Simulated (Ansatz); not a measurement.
**A strain series on Ga2O3 (R-3c): uniaxial along z, other directions held**

Ga2O3 (R-3c) from a database of computed structures, relaxed with r2SCAN in Ansatz 0.2.0, then strained (uniaxial along z, other directions held; changes of length per length, axes as in the cell below) with the atoms relaxed again within the symmetry that is left. The symmetry is R-3c (No. 167, trigonal); conventional cell a = 4.985 Å, c = 13.442 Å, 9.64 Å³ an atom. Around Ga lie 6 O at 1.93–2.07 Å; around O lie 4 Ga at 1.93–2.07 Å. Calculated for a static, non-magnetic cell.

```
Ga O
1.0
     2.49226    1.43891    4.48064
    -2.49226    1.43891    4.48064
     0.00000   -2.87782    4.48064
Ga O
4 6
Direct
  0.85543 0.85543 0.85543
  0.64457 0.64457 0.64457
  0.14457 0.14457 0.14457
  0.35543 0.35543 0.35543
  0.75000 0.44637 0.05363
  0.44637 0.05363 0.75000
  0.05363 0.75000 0.44637
  0.25000 0.55363 0.94637
  0.94637 0.25000 0.55363
  0.55363 0.94637 0.25000
```

Gaps are the least over each mesh (PBE 6×6×6, r2SCAN 6×6×6, HSE06 4×4×4 when unstrained) and the special points, which keep their unstrained names; stress is the change from the unstrained cell, compression positive.

| strain (%) | gap, PBE (eV) | gap, r2SCAN (eV) | gap, HSE06 (eV) | edges, HSE06 | stress along the strain, r2SCAN (GPa) | energy rise, r2SCAN (meV/atom) |
| --- | --- | --- | --- | --- | --- | --- |
| -3.0 | 3.102 | 3.807 | 4.898 | Γ–S₀ (0.44) → Γ | +11.84 | 10.5 |
| -2.0 | 3.028 | 3.732 | 4.816 | (0, 0.161, -1/6) → Γ | +7.78 | 4.6 |
| -1.0 | 2.946 | 3.646 | 4.724 | Γ–S₀ (0.45) → Γ | +3.84 | 1.1 |
| 0.0 | 2.854 | 3.551 | 4.622 | Γ–S₀ (0.45) → Γ | 0.00 | 0.0 |
| +1.0 | 2.755 | 3.448 | 4.512 | Γ–S₀ (0.45) → Γ | -3.70 | 1.1 |
| +2.0 | 2.649 | 3.339 | 4.395 | Γ–S₀ (0.44) → Γ | -7.30 | 4.5 |
| +3.0 | 2.538 | 3.223 | 4.272 | Γ–S₀ (0.44) → Γ | -10.79 | 9.9 |

Between zero and the nearest strains the slope of the HSE06 gap against strain is -0.102 eV per percent for negative and -0.110 for positive strain.

Spin-orbit coupling is left out.

Where an edge lies off the special points, it is a point of the mesh or the k point where a search put PBE's edge or least direct gap, reused for the other functionals, whose own edges may lie a little apart.

The meshes of the hybrids are coarse, so their gaps aren't converged to the digits shown.
